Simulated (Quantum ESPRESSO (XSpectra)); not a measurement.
# O K-edge X-ray absorption spectrum (XANES) of SiO₂ (P4₁2₁2)

```
O2Si
1.0
    4.99265     0.00000     0.00000
    0.00000     4.99265     0.00000
    0.00000     0.00000     6.93393
Si O
4 8
Direct
  0.69866   0.69866   0.50000
  0.80134   0.19866   0.75000
  0.30134   0.30134   0.00000
  0.19866   0.80134   0.25000
  0.89357   0.76139   0.32011
  0.73861   0.39357   0.57011
  0.10643   0.23861   0.82011
  0.26139   0.60643   0.07011
  0.39357   0.73861   0.42989
  0.23861   0.10643   0.17989
  0.60643   0.26139   0.92989
  0.76139   0.89357   0.67989
```

Geometry: Materials Project entry mp-6945 (a computed structure). The cell is the entry's, not relaxed again.

Absorber: atom 5, O on Wyckoff site b (site symmetry 1), with 2 Si at 1.61 Å.

Model: LDA, full core hole, dipole K-edge X-ray absorption, plane waves, Troullier-Martins potentials made with ld1.x, scalar-relativistic, no spin, constant broadening; program: Quantum ESPRESSO (XSpectra).

24-atom cell (absorber images 7.1 Å apart), 70 Ry, k meshes 2×2×2 (SCF) and 4×4×3 (spectrum), Lorentzian half width 0.5 eV. The ground-state test found a gap, so occupations are fixed and the excited electron is left out (charged cell on a uniform background); energies count from the highest occupied level. Field directions run: x; y; z, weighted by the site's symmetry in the crystal. Intensities are scaled to a mean of 1 over 0–35 eV.

(E (eV), intensity (scaled)): (-5.0, 0.02); (-4.5, 0.02); (-4.0, 0.02); (-3.5, 0.02); (-3.0, 0.02); (-2.5, 0.03); (-2.0, 0.03); (-1.5, 0.03); (-1.0, 0.03); (-0.5, 0.04); (0.0, 0.04); (0.5, 0.05); (1.0, 0.05); (1.5, 0.06); (2.0, 0.07); (2.5, 0.08); (3.0, 0.09); (3.5, 0.11); (4.0, 0.14); (4.5, 0.18); (5.0, 0.26); (5.5, 0.41); (6.0, 0.63); (6.5, 0.98); (7.0, 1.82); (7.5, 2.85); (8.0, 3.76); (8.5, 3.55); (9.0, 3.06); (9.5, 2.36); (10.0, 1.94); (10.5, 1.71); (11.0, 1.50); (11.5, 1.34); (12.0, 1.25); (12.5, 1.25); (13.0, 1.13); (13.5, 0.99); (14.0, 0.85); (14.5, 0.87); (15.0, 0.98); (15.5, 1.08); (16.0, 1.11); (16.5, 1.02); (17.0, 0.92); (17.5, 0.84); (18.0, 0.79); (18.5, 0.77); (19.0, 0.73); (19.5, 0.71); (20.0, 0.74); (20.5, 0.73); (21.0, 0.70); (21.5, 0.69); (22.0, 0.71); (22.5, 0.77); (23.0, 0.85); (23.5, 0.87); (24.0, 0.86); (24.5, 0.87); (25.0, 0.90); (25.5, 0.90); (26.0, 0.91); (26.5, 0.91); (27.0, 0.93); (27.5, 0.96); (28.0, 0.95); (28.5, 1.00); (29.0, 1.08); (29.5, 1.11); (30.0, 1.09); (30.5, 1.08); (31.0, 1.08); (31.5, 1.06); (32.0, 1.02); (32.5, 0.94); (33.0, 0.87); (33.5, 0.85); (34.0, 0.86); (34.5, 0.89)

The absolute edge energy is not computed.
